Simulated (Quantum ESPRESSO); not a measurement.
Parts of the isotropic shielding in BaNaLaWO6, by PBE GIPAW on JTH datasets (Quantum ESPRESSO, modified build), 30 Ha, k-mesh 4×4×4 shifted:

```
CELL_PARAMETERS angstrom
      0.00000     4.32374     4.32374
      4.32374     0.00000     4.32374
      4.32374     4.32374     0.00000
ATOMIC_POSITIONS crystal
  Na 0.75000 0.75000 0.75000
  Ba 0.25000 0.25000 0.25000
  La 0.00000 0.00000 0.00000
  W  0.50000 0.50000 0.50000
  O  0.72624 0.27376 0.27376
  O  0.72624 0.27376 0.72624
  O  0.27376 0.72624 0.72624
  O  0.27376 0.72624 0.27376
  O  0.72624 0.72624 0.27376
  O  0.27376 0.27376 0.72624
```
Geometry: a computed entry of the Materials Project; it was not checked against measured cells. It is BaNaLaWO6 in F-43m; whether this form has been observed was not checked. Stability against distortions was not tested. Forces on the atoms reach 0.60 eV/Å at this level. The run has no spin polarisation.

The core term is that of the free atom's frozen core; the paramagnetic column sums the reconstruction terms. Shieldings are absolute and leave out the bulk-susceptibility term; a larger σ means a smaller chemical shift. By our sweeps, such settings leave a few ppm in absolute σ on light atoms and up to some 20 ppm from Zn on. No spin–orbit coupling; W is the heaviest element present. No d partial waves on Na: the paramagnetic term there is incompletely reconstructed. PBE places the empty d or f states of La too low, which is known to distort σ on and beside such ions.

| site | core | bare (smooth current) | diamagnetic correction | paramagnetic corrections | σ_iso (ppm) |
|---|---|---|---|---|---|
| Na (atom 1) | 377.3 | 86.2 | 154.6 | ? | ? |
| Ba (atom 2) | 6129.8 | 110.5 | -43.7 | ? | ? |
| O (atoms 5, 6, 7, 8, 9, 10) | 271.1 | -57.0 | 25.9 | ? | ? |

**Question.** Complete the blanks.

**Answer.** 
- Na (atom 1), paramagnetic corrections: -26.5
- Na (atom 1), σ_iso (ppm): 591.6
- Ba (atom 2), paramagnetic corrections: -949.9
- Ba (atom 2), σ_iso (ppm): 5246.7
- O (atoms 5, 6, 7, 8, 9, 10), paramagnetic corrections: -493.8
- O (atoms 5, 6, 7, 8, 9, 10), σ_iso (ppm): -253.8
